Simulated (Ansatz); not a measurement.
GaN: reading a single point

```
Ga N
1.0
     1.58768    2.74994    0.00000
    -1.58768    2.74994    0.00000
     0.00000    0.00000    5.16518
Ga N
2 2
Direct
  0.66667 0.66667 0.00000
  0.33333 0.33333 0.50000
  0.66667 0.66667 0.37500
  0.33333 0.33333 0.87500
```

Level: PBE, no spin polarisation; 420 eV; 9×9×5 Γ-centred mesh; gaussian occupations (width 0.0122 eV); Ansatz 0.2.0, fixed geometry.

Problem. Is there a gap, and of what kind?

Solution. The gap is 1.98 eV, direct at the points sampled.

Problem. Describe some of the short contacts.

Solution. Ga–N at 1.94 Å: least valence density 0.74 e/Å³ and ELF 0.40 there. Both are smooth PAW fields, read partly inside the augmentation spheres.

Problem. Which element gives electrons and which takes them?

Solution. Bader charges in e: Ga +1.57, N -1.57. In the mean Ga gives up most and N takes most.

Problem. What is the formation energy?

Solution. -0.43 eV an atom against the elements' usual phases (free molecules for gases, crystals otherwise, with no correction for O₂ or N₂), so it is bound against them; other compounds may still compete. Relaxing would lower it.

Problem. Is the cell too large or too small?

Solution. The pressure is 7.9 GPa (compression positive), so with the atoms held at these fractions the cell would first expand. The principal stresses 7.4, 7.4, 9.0 GPa differ, so its shape would change too.

Problem. Which atom feels the largest force, and which way?

Solution. The largest is on N4 (and as large on other atoms): 0.12 eV/Å, components (0.00, 0.00, 0.12). It makes 180° with the line to a nearest neighbour, Ga2 at 1.94 Å, pointing away from it.

Origin: a database entry at a rescaled volume.
